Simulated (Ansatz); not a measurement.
Au (fcc, Cu type)

```
CELL_PARAMETERS angstrom
      0.00000     4.12408     4.12408
      2.06204     2.06204     4.12408
      2.06204     2.06204     0.00000
ATOMIC_POSITIONS crystal
  Au 0.00000 0.00000 0.00000
  Au 0.50000 0.00000 0.00000
```

The atoms are displaced by Q × the pattern below (from a DFPT mode at X = (0.5, 0.5, 0.0), largest move 1; Q in Å), at fixed cell. (q is in reciprocal vectors of the primitive cell; the cell shown is doubled to hold the pattern.)

| atom | x | y | z |
|---|---|---|---|
| Au1 | 0.000 | 0.000 | -1.000 |
| Au2 | 0.000 | 0.000 | 1.000 |

Computed with r2SCAN (plane waves to 500 eV, PAW, scalar-relativistic; Ansatz, an electronic-structure program). k mesh 19×19×19 (Γ-centred), Fermi-Dirac smearing 0.05 eV. The energy includes the smearing's −TS. With partly filled bands, energies and forces of such displacements shift with the k mesh and the smearing. Au was relaxed with its symmetry unable to fall. Spin-orbit coupling is left out, though Au is heavy. The zero of ΔE is the undisplaced structure. The last digit holds for this mesh only.

```csv
Q (Å),ΔE (meV/cell)
-0.1000,141.3
-0.0833,97.5
-0.0667,62.1
-0.0500,withheld
-0.0333,15.4
-0.0167,3.9
0.0000,0.0
0.0167,3.9
0.0333,15.4
0.0500,withheld
0.0667,62.1
0.0833,97.5
0.1000,141.3
```

Fit an even polynomial form (powers 2, 4) to the given rows and predict ΔE at Q = -0.0500.

Least squares on the 11 given rows: ΔE = (13840)·Q² + (28850)·Q⁴, in meV/cell with Q in Å; root-mean-square residual 0.04 meV/cell. At -0.0500 the fit gives 34.8 meV/cell; the calculation gives 34.8 meV/cell, the same to the digits shown. The quadratic term alone would give 34.6 meV/cell.

(For displaced atoms, the force is minus the slope of the energy, and its curvature is a force constant, which sets phonon frequencies.)
